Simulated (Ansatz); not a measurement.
Method: DFT PBE, scalar-relativistic, plane waves, PAW in Ansatz 0.2.0. Cutoff 420 eV, Γ-centred meshes of about 0.25 Å⁻¹ or finer for metals and 0.3 Å⁻¹ for insulators (2π included), Gaussian smearing. No spin polarisation.

Relaxed forms of Al3S4I:

Cell 1.

```
CELL_PARAMETERS angstrom
-3.94921 3.94921 3.09443
3.94921 -3.94921 3.09443
3.94921 3.94921 -3.09443
ATOMIC_POSITIONS crystal
Al 0.36170 0.86170 0.50000
Al 0.86170 0.36170 0.50000
Al 0.67663 0.67663 0.00000
S 0.67548 0.31477 0.76466
S 0.55011 0.91082 0.23534
S 0.31477 0.55011 0.63929
S 0.91082 0.67548 0.36071
I 0.09089 0.09089 0.00000
```

Cell 2.

```
CELL_PARAMETERS angstrom
3.61469 0.00000 0.00000
0.00000 9.41051 0.00000
0.00000 0.00000 7.40163
ATOMIC_POSITIONS crystal
Al 0.00000 0.83417 0.43280
Al 0.50000 0.50000 0.61662
Al 0.00000 0.16583 0.43280
S 0.00000 0.00000 0.22647
S 0.50000 0.68458 0.40194
S 0.00000 0.50000 0.78726
S 0.50000 0.31542 0.40194
I 0.50000 0.00000 0.70016
```

Cell 3.

```
CELL_PARAMETERS angstrom
6.39160 0.00000 0.00000
0.00000 3.67235 0.00000
-3.02610 0.00000 8.90883
ATOMIC_POSITIONS crystal
Al 0.54319 0.50000 0.66578
Al 0.49934 0.00000 0.27088
Al 0.13647 0.00000 0.85183
S 0.21147 0.50000 0.72641
S 0.17480 0.00000 0.08803
S 0.73651 0.00000 0.77983
S 0.42228 0.50000 0.41659
I 0.76354 0.50000 0.20063
```

Cell 4.

```
CELL_PARAMETERS angstrom
3.71249 0.00000 0.00000
-1.70875 7.54913 0.00000
-0.00087 -0.37031 9.21375
ATOMIC_POSITIONS crystal
Al 0.02647 0.42233 0.83159
Al 0.61824 0.62151 0.50370
Al 0.02646 0.42244 0.16355
S 0.93257 0.21447 0.99073
S 0.52157 0.41162 0.68597
S 0.19247 0.78277 0.50845
S 0.52099 0.41041 0.30853
I 0.16124 0.71445 0.00748
```

Question: Order them by Kohn–Sham gap, widest first, and say which is lowest in energy.

Answer: Gaps on the mesh: 2.36 eV for cell 4, 1.85 eV for cell 1, 1.19 eV for cell 3, 0.64 eV for cell 2. Lowest in energy is cell 4; cell 1 lies 53 meV/atom higher, cell 3 lies 62 meV/atom higher and cell 2 lies 108 meV/atom higher. The lowest form also has the widest gap. Counting I or S atoms around Al (for each partner element, those within 1.25 times its shortest distance or 1.15 times the sum of covalent radii, where it is the nearest in units of that sum or under 1.3; a plus sign parts groups by distance over the sum of covalent radii; a slash parts the counts of unlike sites): cell 1 (I4, 24.1 Å³/atom) has Al 4/5; cell 2 (Pmm2, 31.5 Å³/atom) has Al 4/3+2; cell 3 (Pm, 26.1 Å³/atom) has Al 4/5; cell 4 (P1, 32.3 Å³/atom) has Al 4.

Gaps are read on each cell's k mesh and can be smaller between its points; Kohn–Sham gaps at this level usually fall short of measured ones. The missing spin–orbit coupling can work the other way here. Weakly bound directions are ill-defined at this level, which has no dispersion term (Pmm2, P1), and this can change margins and order among such cells. Spin–orbit coupling, which can matter for I, is left out. With atoms moved at random, cell 2 (by 108 meV/atom) fell into a lower structure and cell 3 and cell 4 came back. Cell 1 had no clear such test and can be a saddle point. Some structure types and database cells were kept out of the candidates from the start, so a known form may be missing.
